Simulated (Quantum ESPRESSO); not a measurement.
# ScAl4Ir2Ag: input and log of a self-consistent run

Computed values, not a measurement. The program is pw.x of Quantum ESPRESSO 7.5 (plane-wave density functional theory). The cell is made up: eight metal atoms on a hexagonal close-packed lattice, with elements, volume, strain and displacements drawn at random and not relaxed, so it may be unstable or far from any real phase. PseudoDojo standard norm-conserving files set the functional (PBE unless stated); there is no spin polarisation or spin-orbit coupling, the Fermi-Dirac width of 0.25 eV means electrons at about 2900 K, and the masses in the input are unused placeholders. Heavy elements are run without spin-orbit coupling, which real alloys of them have. A spin test at this wide smearing found no moment, but such smearing suppresses magnetism that the real alloy may have.

Input:

```
&control calculation='scf', pseudo_dir='./dojo.nc.sr.pbe.v0_5.standard.upf', outdir='./o', disk_io='minimal', tprnfor=.true., tstress=.true. /
&system ibrav=0, nat=8, ntyp=4, nbnd=50, ecutwfc=82.02448710, nosym=.true., tot_charge=0,
 occupations='smearing', smearing='fd', degauss=0.0183746611
/
&electrons conv_thr=1.470e-08, electron_maxstep=70, mixing_beta=0.5 /
ATOMIC_SPECIES
Ag 1.0 Ag.upf
Al 1.0 Al.upf
Ir 1.0 Ir.upf
Sc 1.0 Sc.upf
CELL_PARAMETERS angstrom
-2.8885 -0.0262 -0.0215
0.0454 4.9217 -0.022
1.3495 -2.405 -9.6909
ATOMIC_POSITIONS angstrom
Sc 0.0672 -0.0775 0.0115
Al -0.1211 1.7631 -2.3549
Ir -0.0146 0.157 -4.6892
Al 0.0327 1.6409 -7.5929
Ag -1.4676 2.459 0.0401
Al -1.5462 4.0818 -2.3591
Ir -1.4735 2.341 -4.8467
Al -1.5097 -0.8421 -7.2567
K_POINTS automatic
8 5 3 1 1 1
```

The log is shortened where brackets say so; the opening notice, blank lines, dates and the lines on written files are dropped, and the path of the files is cut. It prints rydbergs, bohrs and kilobars, and counts compression as positive stress. Its total energy is the free energy E - TS of the whole cell.

```
     Program PWSCF v.7.5
     Parallel version (MPI & OpenMP), running on       4 processor cores
     Number of MPI processes:                 4
     Threads/MPI process:                     1
     [start-up lines left out]
     bravais-lattice index     =            0
     lattice parameter (alat)  =       5.4588  a.u.
     unit-cell volume          =     931.6499 (a.u.)^3
     number of atoms/cell      =            8
     number of atomic types    =            4
     number of electrons       =        76.00
     number of Kohn-Sham states=           50
     kinetic-energy cutoff     =      82.0245  Ry
     charge density cutoff     =     328.0979  Ry
     scf convergence threshold =      1.5E-08
     mixing beta               =       0.5000
     number of iterations used =            8  plain     mixing
     Exchange-correlation= PBE
                           (   1   4   3   4   0   0   0)
     [axes and pseudopotential details left out]
   Cartesian axes
     site n.     atom                  positions (alat units)
         1        Sc     tau(   1) = (   0.0232631  -0.0268287   0.0039810  )
         2        Al     tau(   2) = (  -0.0419220   0.6103440  -0.8152113  )
         3        Ir     tau(   3) = (  -0.0050542   0.0543497  -1.6232914  )
         4        Al     tau(   4) = (   0.0113200   0.5680412  -2.6284845  )
         5        Ag     tau(   5) = (  -0.5080488   0.8512483   0.0138817  )
         6        Al     tau(   6) = (  -0.5352583   1.4130237  -0.8166653  )
         7        Ir     tau(   7) = (  -0.5100913   0.8103995  -1.6778142  )
         8        Al     tau(   8) = (  -0.5226228  -0.2915153  -2.5120999  )
     number of k points=    60  Fermi-Dirac smearing, width (Ry)=  0.0184
                       cart. coord. in units 2pi/alat
        k(    1) = (  -0.0624955   0.0589432  -0.0730114), wk =   0.0333333
        k(    2) = (  -0.0639796   0.0598433   0.1252810), wk =   0.0333333
     [further k points left out]
     Dense  grid:    93529 G-vectors     FFT dimensions: (  32,  54, 120)
     Estimated max dynamical RAM per process >     285.24 MB
     Estimated total dynamical RAM >       1.05 GB
     Initial potential from superposition of free atoms
     starting charge      75.9868, renormalised to      76.0000
     Starting wfcs are   56 randomized atomic wfcs
     total cpu time spent up to now is        3.7 secs
     per-process dynamical memory:   227.3 Mb
     Self-consistent Calculation
     iteration #  1     ecut=    82.02 Ry     beta= 0.50
     Davidson diagonalization with overlap
     ethr =  1.00E-02,  avg # of iterations =  4.8
     total cpu time spent up to now is       11.2 secs
     total energy              =    -885.38244526 Ry
     estimated scf accuracy    <       1.19872045 Ry
     iteration #  2     ecut=    82.02 Ry     beta= 0.50
     Davidson diagonalization with overlap
     ethr =  1.58E-03,  avg # of iterations =  4.6
     total cpu time spent up to now is       18.8 secs
     total energy              =    -885.73278256 Ry
     estimated scf accuracy    <       2.45036862 Ry
     iteration #  3     ecut=    82.02 Ry     beta= 0.50
     Davidson diagonalization with overlap
     ethr =  1.58E-03,  avg # of iterations =  3.9
     total cpu time spent up to now is       25.6 secs
     total energy              =    -885.67602850 Ry
     estimated scf accuracy    <       7.93993044 Ry
     iteration #  4     ecut=    82.02 Ry     beta= 0.50
     Davidson diagonalization with overlap
     ethr =  1.58E-03,  avg # of iterations =  1.9
     total cpu time spent up to now is       31.2 secs
     total energy              =    -886.01049013 Ry
     estimated scf accuracy    <       0.40003327 Ry
     iteration #  5     ecut=    82.02 Ry     beta= 0.50
     Davidson diagonalization with overlap
     ethr =  5.26E-04,  avg # of iterations =  1.9
     total cpu time spent up to now is       36.9 secs
     total energy              =    -886.01014343 Ry
     estimated scf accuracy    <       0.09804872 Ry
     [iterations 6 to 10 left out]
     iteration # 11     ecut=    82.02 Ry     beta= 0.50
     Davidson diagonalization with overlap
     ethr =  5.28E-08,  avg # of iterations =  5.2
     total cpu time spent up to now is       77.8 secs
     total energy              =    -886.02678982 Ry
     estimated scf accuracy    <       0.00000460 Ry
     iteration # 12     ecut=    82.02 Ry     beta= 0.50
     Davidson diagonalization with overlap
     ethr =  6.05E-09,  avg # of iterations =  2.4
     total cpu time spent up to now is       83.6 secs
     total energy              =    -886.02679044 Ry
     estimated scf accuracy    <       0.00000030 Ry
     iteration # 13     ecut=    82.02 Ry     beta= 0.50
     Davidson diagonalization with overlap
     ethr =  3.98E-10,  avg # of iterations =  4.8
     total cpu time spent up to now is       90.8 secs
     total energy              =    -886.02679050 Ry
     estimated scf accuracy    <       0.00000046 Ry
     iteration # 14     ecut=    82.02 Ry     beta= 0.50
     Davidson diagonalization with overlap
     ethr =  3.98E-10,  avg # of iterations =  1.1
     total cpu time spent up to now is       96.2 secs
     total energy              =    -886.02679053 Ry
     estimated scf accuracy    <       0.00000005 Ry
     iteration # 15     ecut=    82.02 Ry     beta= 0.50
     Davidson diagonalization with overlap
     ethr =  6.25E-11,  avg # of iterations =  2.0
     total cpu time spent up to now is      102.0 secs
     End of self-consistent calculation
     [lines on levels left out]
!    total energy              =    -886.02679052 Ry
     estimated scf accuracy    <       0.00000001 Ry
     smearing contrib. (-TS)   =      -0.08588636 Ry
     internal energy E=F+TS    =    -885.94090416 Ry
     The total energy is F=E-TS. E is the sum of the following terms:
     one-electron contribution =    -507.85379884 Ry
     hartree contribution      =     282.03931804 Ry
     xc contribution           =    -158.43177937 Ry
     ewald contribution        =    -501.69464399 Ry
     convergence has been achieved in  15 iterations
     Forces acting on atoms (cartesian axes, Ry/au):
     atom    1 type  4   force =    -0.02455640    0.04760617   -0.03297940
     atom    2 type  2   force =     0.00306097   -0.02314634   -0.04970468
     atom    3 type  3   force =     0.00316176   -0.03573595   -0.00287997
     atom    4 type  2   force =    -0.00590139   -0.00254313    0.11391370
     atom    5 type  1   force =     0.01117534   -0.03923806   -0.01078313
     atom    6 type  2   force =     0.01301621    0.02014111   -0.09125867
     atom    7 type  3   force =    -0.00236690    0.03652578    0.01152771
     atom    8 type  2   force =     0.00241041   -0.00360957    0.06216445
     Total force =     0.193198     Total SCF correction =     0.000693
     Computing stress (Cartesian axis) and pressure
          total   stress  (Ry/bohr**3)                   (kbar)     P=      -43.32
  -0.00006601  -0.00011333  -0.00005998           -9.71      -16.67       -8.82
  -0.00011333   0.00006386  -0.00003846          -16.67        9.39       -5.66
  -0.00005998  -0.00003846  -0.00088134           -8.82       -5.66     -129.65
     init_run     :      3.58s CPU      3.67s WALL (       1 calls)
     electrons    :     98.10s CPU     98.31s WALL (       1 calls)
     forces       :      1.24s CPU      1.25s WALL (       1 calls)
     stress       :      4.23s CPU      4.23s WALL (       1 calls)
     [timing details left out]
     PWSCF        :   1m47.22s CPU   1m47.57s WALL
     JOB DONE.
```

In other units: free energy -12055.009 eV for the cell, pressure -4.33 GPa, largest force component 2.929 eV/Å in size. The run took 109 s of wall time with four MPI processes on a shared machine (AMD EPYC, Zen 5, virtual cores), so the time is rough. A rerun of this cell at a higher cutoff and on a denser mesh moved values by no more than 0.010 eV in energy, 0.11 GPa in stress and 0.009 eV/Å in force, and a second program with other atomic files agreed on that cell to 2 % rms in force and 0.5 GPa in pressure.